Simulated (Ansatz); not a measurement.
MgSnS₂ in space group P-3m1 (No. 164; S on 2d, Sn on 1a, Mg on 1b), DFT-r²SCAN+D4 in the program Ansatz with PAW potentials, all energies at zero smearing, with the estimated change up to a 700 eV cutoff added, with one set of potentials and settings (totals compare only within such a set). Cell of 4 atoms (2 S, 1 Sn, 1 Mg): -9780.793 eV.

| element | reference phase | E (eV/atom) |
|---|---|---|
| S | P2/c, 32 atoms in the cell | -905.9104 |
| Sn | Fd-3m, 2 atoms in the cell | -6038.7502 |
| Mg | P6_3/mmc, 2 atoms in the cell | -1926.4627 |

Formation energy per atom, worked out: (-9780.793 − 2×(-905.9104) − 1×(-6038.7502) − 1×(-1926.4627))/4 = -0.940 eV/atom (-91 kJ per mol of atoms), at 0 K, without zero-point energy or fitted corrections.

The cell is a constructed one: a structure type filled with these elements; neither database checked (COD, Materials Project) lists it. Whether it is the stable phase at ambient conditions was not checked. The cell was relaxed with r²SCAN+D4 under the symmetry of its start; whether a distortion lowers the energy is not shown. The references are the lowest solids computed at this level, not always the standard phases. Spin–orbit coupling is left out wherever it is not named.

Potentials: the later of the program's two PAW sets.
